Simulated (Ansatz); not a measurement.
# Fitting the PBE energy curve of Yb3SnC

```cif
data_structure
_symmetry_space_group_name_H-M 'Pm-3m'
_symmetry_Int_Tables_number 221
_cell_length_a 5.9148
_cell_length_b 5.9148
_cell_length_c 5.9148
_cell_angle_alpha 90.000
_cell_angle_beta 90.000
_cell_angle_gamma 90.000
_cell_volume 206.93
loop_
_atom_site_label
_atom_site_type_symbol
_atom_site_symmetry_multiplicity
_atom_site_Wyckoff_symbol
_atom_site_fract_x
_atom_site_fract_y
_atom_site_fract_z
_atom_site_occupancy
Yb1 Yb 3 c 0.50000 0.50000 0.00000 1
Sn1 Sn 1 b 0.50000 0.50000 0.50000 1
C1 C 1 a 0.00000 0.00000 0.00000 1
```

The cell comes from a database or a generator and needn't be the stable form of this composition.

The cell was scaled at fixed shape and fractions and run with Ansatz, Ansatz PAW, cutoff 420 eV; PBE, k mesh 5 × 5 × 5 on the cell of 5 atoms, fermi-dirac occupations of 0.05 eV, collinear spin, ferromagnetic start, no spin-orbit coupling. Energies are those that the program minimises, any entropy of the smearing included. For a metal such a mesh isn't converged to the digits shown. The magnetic state is the one that the start led to, which needn't be the lowest. Plain semilocal runs treat an open f shell poorly.

```csv
V (Å³/atom),energy over the lowest row (meV/atom)
38.9035,4.706
39.7312,1.240
40.5589,0.000
41.3867,0.764
42.2144,?
43.0421,7.451
43.8699,12.946
```

Fit the third-order Birch-Murnaghan form, give V0, B0 and B′, and predict the energy left open.

With y = (V0/V)^(2/3), E = E0 + (9 V0 B0/16) [(y - 1)³ B′ + (y - 1)² (6 - 4y)]. Least squares through the rows shown give V0 = 40.6368 Å³/atom, E0 = -0.007 meV, B0 = 18.77 GPa (1 eV/Å³ = 160.218 GPa) and B′ = 4.90, with a largest miss of 0.011 meV. At V = 42.2144 the form with these constants gives 3.322 meV; the run gave 3.323 meV an atom.
